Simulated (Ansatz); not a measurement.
**ReBi in the zincblende structure**

Method: PBEsol, scalar-relativistic; no spin polarisation; PAW, 420 eV, Γ-centred 10×10×10 mesh, 0.05 eV Gaussian smearing; code Ansatz; PAW files: Ansatz's generated set soft_2.

Space group F-43m (No. 216). a = 6.135 Å, b = 6.135 Å, c = 6.135 Å, α = 90.00°, β = 90.00°, γ = 90.00°
```tsv
atom	site	symmetry	x	y	z
Re	4a	-43m	0.0000	0.0000	0.0000
Bi	4d	-43m	0.2500	0.2500	0.7500
```

The structure was built from a prototype; whether the compound forms in it isn't claimed.

The cell above was scaled in volume, its shape and atoms being fixed by the lattice's symmetry. Energies are counted from the cell above.

```json
{"V (Å³/atom)": "27.715", "ΔE (meV/atom)": "13.21", "P from the stress (GPa)": "3.96"}
{"V (Å³/atom)": "28.293", "ΔE (meV/atom)": "2.99", "P from the stress (GPa)": "1.83"}
{"V (Å³/atom)": "28.870", "ΔE (meV/atom)": "0.00", "P from the stress (GPa)": "-0.08"}
{"V (Å³/atom)": "29.447", "ΔE (meV/atom)": "3.49", "P from the stress (GPa)": "-1.78"}
{"V (Å³/atom)": "30.025", "ΔE (meV/atom)": "12.75", "P from the stress (GPa)": "-3.31"}
```

Question: Do the energies and the pressures agree? Compare −ΔE/ΔV between neighbouring points (1 meV/Å³ = 0.1602 GPa) with the mean of their pressures.

Answer: 
```json
{"interval (Å³/atom)": "27.72 to 28.29", "−ΔE/ΔV (GPa)": "2.8", "mean P (GPa)": "2.9"}
{"interval (Å³/atom)": "28.29 to 28.87", "−ΔE/ΔV (GPa)": "0.8", "mean P (GPa)": "0.9"}
{"interval (Å³/atom)": "28.87 to 29.45", "−ΔE/ΔV (GPa)": "-1.0", "mean P (GPa)": "-0.9"}
{"interval (Å³/atom)": "29.45 to 30.02", "−ΔE/ΔV (GPa)": "-2.6", "mean P (GPa)": "-2.5"}
```
They differ by 0.06 GPa at most.

Question: What do the two routes give for V0, B0 and B0′?

Answer: A third-order Birch–Murnaghan fit of the energies: V0 = 28.84 Å³/atom, B0 = 90 GPa, B0′ = 4.6. A polynomial of P in ln V, with B = −dP/d ln V at P = 0: V0 = 28.85 Å³/atom, B0 = 90 GPa, B0′ = 4.6.

Gaps on the mesh from the smallest volume to the largest (eV): 0.01, metal, metal, metal, metal.

B0·V0 = 90.1 GPa × 28.84 Å³ = 16.22 eV/atom sets the scale: near the minimum ΔE ≈ ½ B0 V0 x², with x = V/V0 − 1, and a pressure of 0.9 GPa squeezes the volume by about 1 %. At the ends of the curve: x = −3.9 % predicts 12.3 meV/atom and the run gives 13.2; x = +4.1 % predicts 13.8 meV/atom and the run gives 12.8. Compression costs more and expansion less than the parabola says, since the crystal stiffens as it shrinks; B0′ measures that.

These numbers lack spin–orbit coupling.
